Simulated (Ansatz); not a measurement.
Consider the following.

GeMo:
```cif
data_GeMo
_chemical_formula_sum 'Mo1 Ge1'
_space_group_name_H-M_alt 'P 1'
_space_group_IT_number 1
_cell_length_a 3.08995
_cell_length_b 3.08995
_cell_length_c 3.08995
_cell_angle_alpha 90.000
_cell_angle_beta 90.000
_cell_angle_gamma 90.000
loop_
_space_group_symop_operation_xyz
  'x, y, z'
loop_
_atom_site_label
_atom_site_type_symbol
_atom_site_fract_x
_atom_site_fract_y
_atom_site_fract_z
_atom_site_occupancy
Mo1 Mo 0.00000 0.00000 0.00000 1
Ge1 Ge 0.50000 0.50000 0.50000 1
```

This is the PBEsol-relaxed structure.

Q: All from PBEsol in the plane-wave PAW code Ansatz, unless another level is named. Give the highest zone-centre frequency.

A: 204 cm⁻¹.

Q: Give the Young's modulus.

A: 187 GPa.

Q: And the elastic constants (relaxed ions, GPa)?

A: C11 = 279, C12 = 173, C44 = 82.6.

Space group Pm-3m (CsCl type). The cell is a constructed one: a structure type filled with these elements; neither database checked (COD, Materials Project) lists it. Its standing as an ambient phase is unchecked. Symmetry was held in the PBEsol relaxation; its stability against distortions is not shown here. The run is not spin-polarised. As this level gives no gap, shear constants depend on the k-mesh and smearing (Fermi–Dirac, 0.1 eV here). As this level gives no gap, phonon frequencies hold no LO–TO term and depend on the k-mesh and smearing (Fermi–Dirac, 0.1 eV here).

Potentials: the earlier of the program's two PAW sets. The files were generated under PBE; for other functionals the program regenerates the frozen cores, and for LDA and PBEsol the local potential too.
